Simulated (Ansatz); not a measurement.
OsO2:
```
OsO2
1.0
    4.45395     0.00000     0.00000
    0.00000     4.45395     0.00000
    0.00000     0.00000     3.18145
Os O
2 4
Direct
  0.00000   0.00000   0.00000
  0.50000   0.50000   0.50000
  0.30875   0.30875   0.00000
  0.19125   0.80875   0.50000
  0.69125   0.69125   0.00000
  0.80875   0.19125   0.50000
```

Relaxed with PBEsol.

**Question.** Give the Bader charges and basin volumes of the independent atoms, PBEsol in the plane-wave PAW code Ansatz.

**Answer.** 

```json
[
 {"atom": "Os1", "Bader charge (e)": "+1.90", "Bader volume (Å³)": "12.0"},
 {"atom": "O3", "Bader charge (e)": "-0.95", "Bader volume (Å³)": "9.8"}
]
```

Space group P4_2/mnm (rutile). The workflow started from an entry of the Crystallography Open Database (COD). Whether it is the stable phase at ambient conditions was not checked. Symmetry was held in the PBEsol relaxation; its stability against distortions is not shown here. No spin polarisation was allowed. Scalar-relativistic: spin–orbit coupling is off unless named, which matters more the heavier the elements.

Potentials: the later of the program's two PAW sets.
